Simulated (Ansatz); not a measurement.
The start is a generated cell, PbSe built in the AFLOW prototype AB_cP8_198_a_a (B20, as in FeSi). The structure is fully relaxed (lattice and positions, P = 0) with PBE (plane waves to 420 eV, PAW, scalar-relativistic; Ansatz, a quantum-chemistry and plane-wave program). The first steps use a coarse 4×4×4 k-mesh.

Input geometry:
```
PbSe
1.0
    6.68896     0.00000     0.00000
    0.00000     6.68896     0.00000
    0.00000     0.00000     6.68896
Se Pb
4 4
Direct
  0.13652   0.13652   0.13652
  0.63652   0.36348   0.86348
  0.86348   0.63652   0.36348
  0.36348   0.86348   0.63652
  0.84240   0.84240   0.84240
  0.34240   0.65760   0.15760
  0.15760   0.34240   0.65760
  0.65760   0.15760   0.34240
```

Problem. How large is the pressure on the unrelaxed cell, and of which sign?

Solution. -7.3 GPa (negative: the cell is under tension).

Problem. Does the structure survive the relaxation? Give the final space group.

Solution. The space group goes from P2₁3 (No. 198) to Fm-3m (No. 225); the end is rock salt type, with 2 atoms in the primitive cell.

Problem. By how much does the energy per atom fall from start to end?

Solution. 0.58 eV/atom.

Problem. How does the volume per atom move from start to end?

Solution. -19.7 %, from 37.41 to 30.04 Å³/atom.

Problem. How do the shortest distances between atoms change?

Solution. The closest pairs of elements (up to four, under 3.6 Å), start → end: Pb–Se 3.41 → 3.11 Å.

Problem. What does it relax into? Give the structure.

Solution. 
Space group Fm-3m (No. 225); a = b = c = 6.217 Å, α = β = γ = 90.00°

| atom | site | symmetry | x | y | z |
|---|---|---|---|---|---|
| Se | 4a | m-3m | 0.0000 | 0.0000 | 0.0000 |
| Pb | 4b | m-3m | 0.5000 | 0.5000 | 0.5000 |
(The calculation used a cell of 2 atoms; values per cell refer to that cell.)

Final values are on a 9×9×9 k-mesh of the relaxed cell. No spin polarisation in the result.

The run could not lose the symmetry of its start.
